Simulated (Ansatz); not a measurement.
## BiClO: levels and charges under dearer methods

A database entry relaxed whole under r2SCAN at zero pressure (P4/nmm, No. 129):

```xyz
6
Lattice="3.8943 0.0000 0.0000 0.0000 3.8943 0.0000 0.0000 0.0000 7.5795" Properties=species:S:1:pos:R:3 pbc="T T T"
Bi    1.9472    0.0000    2.5336
Bi    0.0000    1.9472    5.0459
Cl    0.0000    1.9472    1.1773
Cl    1.9472    0.0000    6.4022
O     0.0000    0.0000    3.7898
O     1.9472    1.9472    3.7898
```

Its volume is 19.16 Å³ an atom, +3.6 % against the entry's 18.49, a measured cell (2014, 293 K).

Single points on this cell with plane-wave PAW DFT (Ansatz 0.2.0; r2SCAN 500 eV, hybrids 420 eV; fermi-dirac occupations of width 0.020 eV; no moments): r2SCAN on a 8×8×4 Γ-centred mesh; r2SCAN with spin-orbit coupling on a 8×8×4 Γ-centred mesh; HSE06 on a 6×6×4 Γ-centred mesh; PBE0 on a 6×6×4 Γ-centred mesh.

Task: How do gap, pressure and charges move from level to level?

Result: The runs give:

```csv
level,"gap (eV), or kind",pressure (GPa),Bader charge of Bi (e),Bader charge of Cl (e),Bader charge of O (e)
r2SCAN,3.00,0.0,+1.94,-0.70,-1.24
r2SCAN with spin-orbit coupling,2.66,0.3,+1.88,-0.69,-1.20
HSE06,its mesh misses the band edges,-0.8,+1.98,-0.72,-1.26
PBE0,its mesh misses the band edges,-0.9,+1.98,-0.72,-1.26
```

Under r2SCAN the gap is 3.00 eV, over mesh and band path. Spin-orbit coupling moves the r2SCAN gap by -0.34 eV. The charge on Bi goes from +1.94 to +1.98 e under HSE06.

Caveats: the relaxation kept the start's symmetry; hybrid pressures are good to a few tenths of a GPa; no dispersion correction, so weakly bound layers or chains stand too far apart and gaps read wide; pressure is positive in compression.
